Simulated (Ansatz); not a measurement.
SiRh:
```cif
data_Rh4Si4
_chemical_formula_sum 'Si4 Rh4'
_space_group_name_H-M_alt 'P21/c'
_space_group_IT_number 14
_space_group_name_Hall '-P 2ybc'
_cell_length_a 4.57119
_cell_length_b 4.57076
_cell_length_c 5.53189
_cell_angle_alpha 90.000
_cell_angle_beta 116.090
_cell_angle_gamma 90.000
loop_
_atom_site_label
_atom_site_type_symbol
_atom_site_symmetry_multiplicity
_atom_site_Wyckoff_symbol
_atom_site_fract_x
_atom_site_fract_y
_atom_site_fract_z
_atom_site_occupancy
Si1 Si 4 e 0.20851 0.14806 0.43465 1
Rh1 Rh 4 e 0.30047 0.85414 0.11393 1
```

Relaxed with PBEsol.

Task: Which orbitals make up the states near the Fermi level in plane-wave PAW PBEsol (Ansatz code)?

Result: Within 0.5 eV of the Fermi level: Rh 4d 62 %, Si 3p 24 %, Si 3s 8 %. Projections are on Löwdin-orthogonalised atomic valence shells; empty p or d shells of many metals are not among them.

Task: Tabulate the density of states.

Result: States/eV per cell of 8 atoms, in 0.25 eV bins, energy from the Fermi level.

| E (eV) | total | Rh 4d | Si 3p | Si 3s |
|---|---|---|---|---|
| -7.85 | 0.31 | 0.14 | 0.03 | 0.13 |
| -7.60 | 0.37 | 0.11 | 0.19 | 0.02 |
| -7.35 | 1.50 | 0.50 | 0.76 | 0.06 |
| -7.10 | 2.65 | 1.03 | 1.29 | 0.10 |
| -6.85 | 3.53 | 1.46 | 1.66 | 0.12 |
| -6.60 | 4.38 | 1.88 | 2.02 | 0.14 |
| -6.35 | 4.07 | 1.89 | 1.71 | 0.16 |
| -6.10 | 4.68 | 2.46 | 1.70 | 0.21 |
| -5.85 | 4.15 | 2.37 | 1.29 | 0.18 |
| -5.60 | 4.34 | 2.66 | 1.23 | 0.16 |
| -5.35 | 6.26 | 4.08 | 1.64 | 0.17 |
| -5.10 | 7.06 | 4.74 | 1.76 | 0.18 |
| -4.85 | 7.59 | 5.76 | 1.36 | 0.15 |
| -4.60 | 10.81 | 8.64 | 1.54 | 0.21 |
| -4.35 | 8.98 | 7.16 | 1.36 | 0.15 |
| -4.10 | 12.45 | 9.99 | 1.83 | 0.22 |
| -3.85 | 10.75 | 8.44 | 1.78 | 0.18 |
| -3.60 | 10.06 | 7.91 | 1.64 | 0.17 |
| -3.35 | 6.88 | 5.36 | 1.12 | 0.13 |
| -3.10 | 6.94 | 5.26 | 1.23 | 0.15 |
| -2.85 | 6.68 | 5.11 | 1.13 | 0.14 |
| -2.60 | 6.16 | 4.87 | 0.91 | 0.12 |
| -2.35 | 8.78 | 7.55 | 0.85 | 0.10 |
| -2.10 | 6.32 | 5.44 | 0.56 | 0.10 |
| -1.85 | 7.33 | 6.18 | 0.73 | 0.12 |
| -1.60 | 4.68 | 3.65 | 0.69 | 0.10 |
| -1.35 | 5.77 | 4.49 | 0.86 | 0.15 |
| -1.10 | 4.67 | 3.39 | 0.84 | 0.17 |
| -0.85 | 4.38 | 2.91 | 0.97 | 0.20 |
| -0.60 | 2.64 | 1.52 | 0.70 | 0.18 |
| -0.35 | 0.75 | 0.45 | 0.19 | 0.05 |
| -0.10 | 0.45 | 0.27 | 0.11 | 0.03 |
| 0.15 | 1.08 | 0.70 | 0.26 | 0.07 |
| 0.40 | 2.55 | 1.57 | 0.60 | 0.26 |
| 0.65 | 3.48 | 1.98 | 0.83 | 0.51 |
| 0.90 | 3.53 | 1.74 | 1.01 | 0.60 |
| 1.15 | 3.74 | 1.71 | 1.22 | 0.60 |
| 1.40 | 4.18 | 1.79 | 1.51 | 0.63 |
| 1.65 | 3.10 | 1.21 | 1.23 | 0.45 |
| 1.90 | 2.39 | 0.87 | 0.90 | 0.43 |
| 2.15 | 3.13 | 1.06 | 1.21 | 0.57 |
| 2.40 | 3.44 | 1.07 | 1.35 | 0.64 |
| 2.65 | 3.22 | 0.91 | 1.33 | 0.56 |
| 2.90 | 2.68 | 0.68 | 1.15 | 0.50 |
| 3.15 | 3.34 | 0.78 | 1.48 | 0.59 |
| 3.40 | 3.46 | 0.77 | 1.58 | 0.54 |
| 3.65 | 3.78 | 0.81 | 1.76 | 0.48 |
| 3.90 | 3.92 | 0.76 | 1.89 | 0.44 |
| 4.15 | 3.58 | 0.61 | 1.76 | 0.32 |
| 4.40 | 3.71 | 0.55 | 1.71 | 0.27 |
| 4.65 | 4.09 | 0.56 | 1.89 | 0.27 |

Space group P2_1/c. The first step of the workflow began from a Materials Project structure, measured or hypothetical; the Crystallography Open Database files this formula in space group No. 14, but the cells were not matched. Its standing as an ambient phase is unchecked. The PBEsol relaxation kept the symmetry of its start; of distortions, only those at the zone centre were tested. The run is not spin-polarised. Spin–orbit coupling is left out wherever it is not named.

Potentials: the earlier of the program's two PAW sets.
